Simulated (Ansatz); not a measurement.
A plane-wave run on Ni₂B₂Se₃N₃

The input, for Ansatz 0.2.0 (plane waves, PAW):

```yaml
crystal:
  lattice:
    - [0.0, 3.595874, 0.0]
    - [3.595874, 0.0, 0.0]
    - [1.797937, 1.797937, -9.912879]
  atoms:
    - { symbol: Se, position: [0.37054, 0.37054, 0.25892] }
    - { symbol: Se, position: [0.62946, 0.62946, 0.74108] }
    - { symbol: Ni, position: [0.25, 0.75, 0.5] }
    - { symbol: Ni, position: [0.75, 0.25, 0.5] }
    - { symbol: "N", position: [0.1242, 0.1242, 0.7516] }
    - { symbol: "N", position: [0.8758, 0.8758, 0.2484] }
    - { symbol: Se, position: [0.0, 0.0, 0.0] }
    - { symbol: "N", position: [0.5, 0.5, 0.0] }
    - { symbol: B, position: [0.1937, 0.1937, 0.6126] }
    - { symbol: B, position: [0.8063, 0.8063, 0.3874] }
  symmetry: { tolerance: 0.0003 }
kpoints:
  mp_grid: { grid: [8, 8, 8], shift: [0, 0, 0] }
  band_path:
    path:
      - [0.0, 0.0, 0.0]
      - [0.5, 0.5, 0.5]
      - [0.5, 0.5, 0.25]
      - [0.0, 0.5, 0.0]
      - [0.0, 0.0, 0.0]
      - [0.0, 0.0, -0.5]
      - [0.0, 0.48355176, -0.25822412]
      - [0.0, 0.51644824, 0.25822412]
      - [0.0, 0.0, 0.0]
      - [0.5, 0.5, 0.5]
      - [0.48355176, 0.51644824, 0.5]
    npoints: 6
magnetization:
  spin_polarized: false
scf:
  occupations: { method: fermi_dirac }
  lower_state_search: "off"
  max_iter: 200
hamiltonian:
  pseudopotentials: { kind: paw }
  xc: pbe
basis:
  ecutwfc: 420
  fft_grid_basis: typed
output:
  forces: true
  stress: true
  eigenvalues: true
  bader: true
  populations: true
  elf: true
  write_potential: true
  volumetric_format: npy
  dos:
    e_range: [-12, 8]
    de: 0.05
    projected: { site_lists: { B: [B], "N": ["N"], Ni: [Ni], Se: [Se] } }
checkpoint:
  read: saved_state
```

The run starts from an earlier solution of this cell. 

Output (shortened):

```
Pseudopotentials: kind: paw
Pseudopotential: Se, paw, valence charge 16, recommended cutoff 420 eV (normal), Se.paw.azcp
Pseudopotential: Ni, paw, valence charge 18, recommended cutoff 420 eV (normal), Ni.paw.azcp
Pseudopotential: N, paw, valence charge 5, recommended cutoff 420 eV (normal), N.paw.azcp
Pseudopotential: B, paw, valence charge 3, recommended cutoff 420 eV (normal), B.paw.azcp
Functional definition: PBE
  exchange = pbe_x(kappa = kappa, mu = beta*pi^2/3)
  correlation = pbe_c(beta = beta)
Crystal: 10 atoms, lattice volume = 128.177 Å³
Basis set: ecut = 420 eV, 2477 PW (Γ), exchange–correlation on 50×50×144 points (8 copies of the dense FFT grid, shifted against one another)
Bands: 63, of which v1, the nominal top of the filled ones, is band 53 counted from 1 (52 counted from 0)
Symmetry: 16 space group operations
Space group: I4/mmm (ITA 139), of the structure as read, at distance tolerance 1.5e-3 Å
k-points: 59 of 512
Initial density: read from a saved state, or passed on in memory by an earlier SCF of this step, an earlier step, the calling program or the single point that the run made first
Functional: x = pbe(κ = 0.804, μ = 0.2195), c = pbe(β = 0.0667)
SCF iter   1: F=—  Δρ=5.49e-3  dr2=6.63e-2
SCF iter   2: F=—  Δρ=2.55e-3  dr2=2.07e-2
SCF iter   3: F=—  Δρ=7.41e-4  dr2=1.52e-3
SCF iter   4: F=—  Δρ=3.02e-4  dr2=1.24e-4
SCF iter   5: F=—  Δρ=6.11e-5  dr2=6.66e-6
SCF iter   6: F=—  Δρ=2.16e-5  dr2=7.57e-7
SCF iter   7: F=—  Δρ=7.74e-6  dr2=1.33e-7
SCF iter   8: F=-29541.0593 eV  Δρ=4.22e-6  dr2=2.61e-8
Free energy (F): -29541.0593 eV
Harris-Foulkes:  -29541.0593 eV  (|F-HF|=2.40e-9)
Internal energy: -29540.8813 eV  (E = F + TS)
E sigma→0 (E₀):  -29540.9703 eV
Entropy (-TS):   -0.1780 eV (-17.803 meV/atom)
Fermi energy:    10.8601 eV
--- Per-component energies (eV) ---
  E_band       = -1851.5825
  E_kinetic    = 1375.9942
  E_local      = -18307.8694  (includes V_loc(G=0)·N_el)
  E_nonlocal   = -340.1269
  E_hartree    = 8346.2991
  E_xc         = -715.0468
  E_vxc        = -803.0202  (∫ρ·V_xc dr)
  E_paw        = -9537.1265  (= ΣΔE_a)
  E_vpaw       = -469.1760  (= ΣTr[D̂ρ^β])
  E_aug_tail   = -0.0002  (compensation charges beyond the density's cutoff)
  E_ewald      = -10363.0047
  E_smearing   = -0.1780  (= −TS)
--- Stress (GPa, compression-positive) ---
       -7.0428       0.0000       0.0000
        0.0000      -7.0428       0.0000
        0.0000       0.0000      -3.1707
  P = ⅓ Tr σ = -5.7521 GPa (-57.521 kbar)
--- Löwdin populations: 10 sites ---
  site symbol       q [e]
     0     Se     15.5835
     1     Se     15.5835
     2     Ni     17.3838
     3     Ni     17.3838
     4      N      5.4271
     5      N      5.4271
     6     Se     15.3472
     7      N      5.5557
     8      B      3.4202
     9      B      3.4202
  spilling = 0.0045 (of n_electrons = 105.0000)
```

Absolute energies hang on the potentials; compare differences alone.

Origin: a known structure type with other elements, at an estimated volume, so it need not be a known compound. Caveats: no spin polarisation, so a magnetic state may lie lower; atoms or cell far from equilibrium.
